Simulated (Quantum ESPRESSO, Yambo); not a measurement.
VAg3O4 (space group I-42m, No. 121). The geometry is that of Materials Project entry mp-19412, symmetrised and not relaxed again. Chain: PBEsol (pw.x of Quantum ESPRESSO, ONCV potentials, without SOC); G0W0 in Yambo (4×4×4 Γ-centred k mesh, bands 14 to 155 and a 6 Ry block in the screening, 155 bands in G with the Bruneval-Gonze terminator, plasmon pole fitted at 27.2 eV); BSE (6×6×6 mesh, 15 valence and 3 conduction bands, static screening with 91 bands and a 3 Ry block, scissor 1.09 eV, Tamm-Dancoff).

```yaml
PBEsol gap (dense path): 0.40 eV
PBEsol gap (0.25, -0.25, 0.25) → Γ on the GW mesh: 0.40 eV
PBEsol smallest direct gap on the GW mesh, at Γ: 0.65 eV
G0W0 direct gap at that point: 1.74 eV
G0W0 correction to the gap (0.25, -0.25, 0.25) → Γ: 0.99 eV
lowest_exciton: no binding energy given (see below)
```

Rough cost of the Yambo steps against G0W0 for 10 states: BSE about 1/2.

Convergence of the G0W0 settings was not tested. The BSE states are vertical excitations (zero momentum); the indirect quasiparticle gap, about 1.39 eV, is smaller than the direct one (1.74 eV on the GW mesh). The lowest state covers only about 2 of the 216 k points, so the mesh doesn't resolve it: its energy and its distance from the direct gap are mesh artefacts. An extended exciton needs a far denser mesh. Axes are Cartesian, with cell vectors (Å) (-2.48, 2.48, 4.89), (2.48, -2.48, 4.89), (2.48, 2.48, -4.89).

Spin-orbit splittings are left out. The 3d shell has no Hubbard U; the runs are without spin polarisation, and magnetic order was not tried.
